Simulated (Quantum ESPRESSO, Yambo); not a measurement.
**G0W0 results for K$_{2}$AgAlCl$_{6}$**

```
K2AgAlCl6
1.0
    0.00000     5.07254     5.07254
    5.07254     0.00000     5.07254
    5.07254     5.07254     0.00000
Al Cl K Ag
1 6 2 1
Direct
  0.00000   0.00000   0.00000
  0.76855   0.23145   0.23145
  0.23145   0.76855   0.76855
  0.23145   0.76855   0.23145
  0.76855   0.23145   0.76855
  0.23145   0.23145   0.76855
  0.76855   0.76855   0.23145
  0.75000   0.75000   0.75000
  0.25000   0.25000   0.25000
  0.50000   0.50000   0.50000
```

The geometry is that of Materials Project entry mp-1111973, symmetrised and not relaxed again.

Starting point: norm-conserving PBEsol (Quantum ESPRESSO, 82 Ry, without SOC). G0W0 in Yambo: 2×2×2 Γ-centred k mesh, bands 5 to 372 and a 7 Ry block in the screening, 372 bands in G with the Bruneval-Gonze terminator, plasmon pole fitted at 27.2 eV.

```
Quantity                                             Value
-------------------------------------------------  -------
PBEsol gap along the band path                     2.09 eV
PBEsol gap between the mesh's edge points (Γ → Γ)  2.09 eV
G0W0 gap between the same points                   4.41 eV
```

```json
[
 {"k point": "Γ", "band": "VB", "E PBEsol (eV)": "0.00", "E QP (eV)": "-1.36", "shift (eV)": "-1.36", "Z": "0.80"},
 {"k point": "Γ", "band": "CB", "E PBEsol (eV)": "2.09", "E QP (eV)": "3.05", "shift (eV)": "0.97", "Z": "0.83"},
 {"k point": "L", "band": "VB", "E PBEsol (eV)": "-0.27", "E QP (eV)": "-1.71", "shift (eV)": "-1.44", "Z": "0.80"},
 {"k point": "L", "band": "CB", "E PBEsol (eV)": "4.02", "E QP (eV)": "5.04", "shift (eV)": "1.03", "Z": "0.83"},
 {"k point": "X", "band": "VB", "E PBEsol (eV)": "0.00", "E QP (eV)": "-1.35", "shift (eV)": "-1.35", "Z": "0.80"},
 {"k point": "X", "band": "CB", "E PBEsol (eV)": "4.45", "E QP (eV)": "5.43", "shift (eV)": "0.98", "Z": "0.82"}
]
```

Energies count from the PBEsol valence-band maximum.

Nearest settings tried, and what they do to the gap: 239 bands in W, 239 bands in G: +60 meV; 6 Ry block (459 vectors against 561): -18 meV. Not varied: mesh. So the settings aren't converged at that level. The k mesh is coarse.

Spin-orbit splittings are left out.

The structure is a Materials Project entry; no match was found in the copy of COD used, and its stability was not checked.
